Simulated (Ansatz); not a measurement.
## Zone-centre phonons of Be3GeTe at 0.9 GPa: input and output

Computed with Ansatz, DFT PBE, scalar-relativistic, plane waves, PAW.

Launched with:
```bash
ansatz run input.yaml --threads 1 --pin off --max-ram 1280MiB --backend cpu --events-out ev --progress --plain --runs-dir out
```

Input (bare energies are in eV):
```yaml
crystal:
  lattice:
    - [4.6366, 0.0, 0.0]
    - [0.0, 4.6366, 0.0]
    - [0.0, 0.0, 4.6366]
  atoms:
    - { symbol: Ge, position: [0.0, 0.0, 0.0] }
    - { symbol: Te, position: [0.5, 0.5, 0.5] }
    - { symbol: Be, position: [0.5, 0.5, 0.0] }
    - { symbol: Be, position: [0.5, 0.0, 0.5] }
    - { symbol: Be, position: [0.0, 0.5, 0.5] }
basis:
  ecutwfc: 420
kpoints:
  mp_grid: { grid: [8, 8, 8] }
hamiltonian:
  xc: pbe
scf:
  occupations: { method: fermi_dirac, width: 0.15 }
output:
  eigenvalues: true
phonons:
  method: dfpt
  eigenvectors: true
```

The end of the output:
```
--- Phonons (Γ-DFPT): 4 representative perturbations + reference, on 125 of 512 k-points (Σ response iterations 27) ---
  k mesh reduced under 8 symmetry operations, with k and −k counted as one. Each operation leaves every solved displacement unchanged or reverses it
  ASR residual: 1.982e-4 → 0.000e0 eV/Å²; symmetrization residual: 2.884e-6 eV/Å²
  ASR residual per site (eV/Å²): 2.18e-5 1.20e-4 1.98e-4 1.98e-4 1.98e-4
  Γ frequencies (cm⁻¹): -369.80 -369.80 -369.80 -365.87 -365.87 -365.87 -56.88 -56.88 -56.88 0.00 0.00 0.00 658.93 658.93 658.93
  non-analytic LO–TO correction: not included (Born effective charges unavailable; polar crystals: no LO–TO splitting at Γ)
```

Time: 7.2 min on 1 thread of Arm Neoverse N1 (shared host), peak memory 1.2 GiB.

Its imaginary modes show that this cell, the ideal cubic antiperovskite prototype, isn't a minimum of the energy. In a metal, frequencies and elastic constants depend on the k mesh and the smearing, soft modes and shear constants most.

Negative frequencies stand for imaginary ones: the cell is unstable against these modes.